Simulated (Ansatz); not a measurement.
Rb:
```
Rb
1.0
   -2.86134     2.86134     2.86134
    2.86134    -2.86134     2.86134
    2.86134     2.86134    -2.86134
Rb
1
Direct
  0.00000   0.00000   0.00000
```

Relaxed with r²SCAN+D4. Special points in fractions of this cell's reciprocal vectors: Γ (0.000, 0.000, 0.000); H (0.500, -0.500, 0.500); N (0.000, 0.000, 0.500); P (0.250, 0.250, 0.250).

Question: List the band energies nearest the Fermi level at these points for DFT-r²SCAN+D4 in the program Ansatz with PAW potentials.

Answer: In eV from the Fermi level; about four levels below and three above (degenerate sets whole), none deeper than 8.9 eV; points with the same levels are listed once.

```json
[
 {"k": "Γ", "below": "-2.06", "above": "4.08 4.08 4.08"},
 {"k": "H", "below": "–", "above": "1.33 1.33 3.44 3.44 3.44"},
 {"k": "N", "below": "–", "above": "0.35 0.69 2.86"},
 {"k": "P", "below": "–", "above": "1.33 1.33 1.33"}
]
```

Space group Im-3m (bcc (W type)). The cell was relaxed with r²SCAN+D4 under the symmetry of its start. The pairwise dispersion correction was not fitted to metals. Scalar-relativistic: spin–orbit coupling is off unless named, which matters more the heavier the elements.

Potentials: the later of the program's two PAW sets.
